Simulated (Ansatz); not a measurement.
Geometry optimisation in Ansatz: input, command and trajectory.

```yaml
crystal:
  lattice:
    - [3.2378297252, 0.0, 0.0]
    - [-1.6189148626, 2.8040427952, 0.0]
    - [0.0, 0.0, 35.4114663024]
  atoms:
    - { symbol: W, position: [0.6666666667, 0.3333333333, 0.907578529] }
    - { symbol: W, position: [0.6666666667, 0.3333333333, 0.2771433561] }
    - { symbol: W, position: [0.3333333333, 0.6666666667, 0.7228566439] }
    - { symbol: W, position: [0.3333333333, 0.6666666667, 0.092421471] }
    - { symbol: Se, position: [0.3333333333, 0.6666666667, 0.9543825291] }
    - { symbol: Se, position: [0.3333333333, 0.6666666667, 0.3238891599] }
    - { symbol: Se, position: [0.6666666667, 0.3333333333, 0.7696679239] }
    - { symbol: Se, position: [0.6666666667, 0.3333333333, 0.1392254333] }
    - { symbol: Se, position: [0.3333333333, 0.6666666667, 0.8607745667] }
    - { symbol: Se, position: [0.3333333333, 0.6666666667, 0.2303320761] }
    - { symbol: Se, position: [0.6666666667, 0.3333333333, 0.6761108401] }
    - { symbol: Se, position: [0.6666666667, 0.3333333333, 0.0456174709] }
basis:
  ecutwfc: 420
kpoints:
  mp_grid: { grid: [12, 12, 1] }
hamiltonian:
  xc: pbesol
scf:
  occupations: { method: gaussian, width: 0.02 }
output:
  forces: true
  stress: true
  eigenvalues: true
relax:
  adjacent_minimum: "off"
  f_tol: 0.01
  max_steps: 30
  cell: { stress_tol: 0.1, fix: [volume] }
```

```bash
ansatz run input.yaml --threads 2 --pin off --max-ram 5120MiB --backend cpu --events-out ev --progress --plain --runs-dir out
```

Level of theory: Ansatz 0.2.0, DFT PBEsol, scalar-relativistic, plane waves, PAW.

The volume is held at 0.97 times that of the relaxed cell.

Of 7 frames 6 are shown, positions in Å and forces in eV/Å; the SCF threshold varies from step to step. Steps run on the plane waves of an earlier cell, with a Pulay correction in the pressure. The basis is chosen afresh for the last frame, the zero of the energies, and at times for earlier ones too; energy and pressure can step there, also at an unchanged geometry. Where two frames share a geometry here, they differ by under 2 meV/atom and 0.3 GPa.

```xyz
12
Lattice="3.2378 0.0000 0.0000 -1.6189 2.8040 0.0000 0.0000 0.0000 35.4115" Properties=species:S:1:pos:R:3:forces:R:3 pbc="T T T" step=1 free_energy_over_end_meV_per_atom=8.54 pressure_GPa=3.39
W     1.6189    0.9347   32.1387    0.0000    0.0000    0.0000
W     1.6189    0.9347    9.8141    0.0000    0.0000    0.0011
W     0.0000    1.8694   25.5974    0.0000    0.0000   -0.0011
W     0.0000    1.8694    3.2728    0.0000    0.0000    0.0000
Se    0.0000    1.8694   33.7961    0.0000    0.0000    0.5387
Se    0.0000    1.8694   11.4694    0.0000    0.0000    0.5536
Se    1.6189    0.9347   27.2551    0.0000    0.0000    0.5392
Se    1.6189    0.9347    4.9302    0.0000    0.0000    0.5386
Se    0.0000    1.8694   30.4813    0.0000    0.0000   -0.5386
Se    0.0000    1.8694    8.1564    0.0000    0.0000   -0.5392
Se    1.6189    0.9347   23.9421    0.0000    0.0000   -0.5536
Se    1.6189    0.9347    1.6154    0.0000    0.0000   -0.5387
12
Lattice="3.2775 0.0000 0.0000 -1.6387 2.8384 0.0000 0.0000 0.0000 34.5598" Properties=species:S:1:pos:R:3:forces:R:3 pbc="T T T" step=2 free_energy_over_end_meV_per_atom=5.28 pressure_GPa=-1.60
W     1.6387    0.9461   31.3659    0.0000    0.0000   -0.0092
W     1.6387    0.9461    9.6285    0.0000    0.0000    0.0324
W     0.0000    1.8923   24.9313    0.0000    0.0000   -0.0324
W     0.0000    1.8923    3.1939    0.0000    0.0000    0.0092
Se    0.0000    1.8923   33.0610    0.0000    0.0000   -0.4661
Se    0.0000    1.8923   11.3223    0.0000    0.0000   -0.4167
Se    1.6387    0.9461   26.6273    0.0000    0.0000   -0.4568
Se    1.6387    0.9461    4.8891    0.0000    0.0000   -0.4472
Se    0.0000    1.8923   29.6707    0.0000    0.0000    0.4472
Se    0.0000    1.8923    7.9325    0.0000    0.0000    0.4568
Se    1.6387    0.9461   23.2375    0.0000    0.0000    0.4167
Se    1.6387    0.9461    1.4988    0.0000    0.0000    0.4661
12
Lattice="3.2704 0.0000 0.0000 -1.6352 2.8322 0.0000 0.0000 0.0000 34.7101" Properties=species:S:1:pos:R:3:forces:R:3 pbc="T T T" step=3 free_energy_over_end_meV_per_atom=0.24 pressure_GPa=0.03
W     1.6352    0.9441   31.4549    0.0000    0.0000   -0.0037
W     1.6352    0.9441    9.7926    0.0000    0.0000    0.0065
W     0.0000    1.8882   24.9176    0.0000    0.0000   -0.0065
W     0.0000    1.8882    3.2552    0.0000    0.0000    0.0037
Se    0.0000    1.8882   33.1295    0.0000    0.0000   -0.0207
Se    0.0000    1.8882   11.4663    0.0000    0.0000   -0.0240
Se    1.6352    0.9441   26.5937    0.0000    0.0000   -0.0373
Se    1.6352    0.9441    4.9298    0.0000    0.0000   -0.0145
Se    0.0000    1.8882   29.7803    0.0000    0.0000    0.0145
Se    0.0000    1.8882    8.1164    0.0000    0.0000    0.0373
Se    1.6352    0.9441   23.2438    0.0000    0.0000    0.0240
Se    1.6352    0.9441    1.5807    0.0000    0.0000    0.0207
12
Lattice="3.2671 0.0000 0.0000 -1.6336 2.8294 0.0000 0.0000 0.0000 34.7794" Properties=species:S:1:pos:R:3:forces:R:3 pbc="T T T" step=4 free_energy_over_end_meV_per_atom=0.07 pressure_GPa=0.13
W     1.6336    0.9431   31.4867    0.0000    0.0000    0.0003
W     1.6336    0.9431    9.8740    0.0000    0.0000    0.0023
W     0.0000    1.8863   24.9054    0.0000    0.0000   -0.0023
W     0.0000    1.8863    3.2927    0.0000    0.0000   -0.0003
Se    0.0000    1.8863   33.1627    0.0000    0.0000   -0.0092
Se    0.0000    1.8863   11.5483    0.0000    0.0000   -0.0117
Se    1.6336    0.9431   26.5821    0.0000    0.0000   -0.0171
Se    1.6336    0.9431    4.9686    0.0000    0.0000   -0.0089
Se    0.0000    1.8863   29.8108    0.0000    0.0000    0.0089
Se    0.0000    1.8863    8.1973    0.0000    0.0000    0.0171
Se    1.6336    0.9431   23.2311    0.0000    0.0000    0.0117
Se    1.6336    0.9431    1.6167    0.0000    0.0000    0.0092
12
Lattice="3.2707 0.0000 0.0000 -1.6354 2.8325 0.0000 0.0000 0.0000 34.7030" Properties=species:S:1:pos:R:3:forces:R:3 pbc="T T T" step=5 free_energy_over_end_meV_per_atom=0.01 pressure_GPa=0.08
W     1.6354    0.9442   31.4043    0.0000    0.0000   -0.0011
W     1.6354    0.9442    9.9051    0.0000    0.0000   -0.0007
W     0.0000    1.8883   24.7979    0.0000    0.0000    0.0007
W     0.0000    1.8883    3.2987    0.0000    0.0000    0.0011
Se    0.0000    1.8883   33.0778    0.0000    0.0000    0.0136
Se    0.0000    1.8883   11.5762    0.0000    0.0000    0.0203
Se    1.6354    0.9442   26.4714    0.0000    0.0000    0.0195
Se    1.6354    0.9442    4.9721    0.0000    0.0000    0.0157
Se    0.0000    1.8883   29.7309    0.0000    0.0000   -0.0157
Se    0.0000    1.8883    8.2315    0.0000    0.0000   -0.0195
Se    1.6354    0.9442   23.1268    0.0000    0.0000   -0.0203
Se    1.6354    0.9442    1.6252    0.0000    0.0000   -0.0136
12
Lattice="3.2709 0.0000 0.0000 -1.6355 2.8327 0.0000 0.0000 0.0000 34.6980" Properties=species:S:1:pos:R:3:forces:R:3 pbc="T T T" step=7 free_energy_over_end_meV_per_atom=0.00 pressure_GPa=0.01
W     1.6355    0.9442   31.3900    0.0000    0.0000    0.0010
W     1.6355    0.9442    9.9112    0.0000    0.0000    0.0003
W     0.0000    1.8885   24.7868    0.0000    0.0000   -0.0003
W     0.0000    1.8885    3.3080    0.0000    0.0000   -0.0010
Se    0.0000    1.8885   33.0641    0.0000    0.0000    0.0027
Se    0.0000    1.8885   11.5832    0.0000    0.0000    0.0022
Se    1.6355    0.9442   26.4612    0.0000    0.0000    0.0015
Se    1.6355    0.9442    4.9822    0.0000    0.0000    0.0017
Se    0.0000    1.8885   29.7159    0.0000    0.0000   -0.0017
Se    0.0000    1.8885    8.2368    0.0000    0.0000   -0.0015
Se    1.6355    0.9442   23.1148    0.0000    0.0000   -0.0022
Se    1.6355    0.9442    1.6339    0.0000    0.0000   -0.0027
```

It took 110 s on 2 threads of Oxide Virtual Turin-like Processor (Zen 5) (shared host), peak memory 1.1 GiB.

Spin–orbit coupling is left out, which can shift energies with elements as heavy as these. The cell holds layers, and where no dispersion correction was added their binding is poorly described.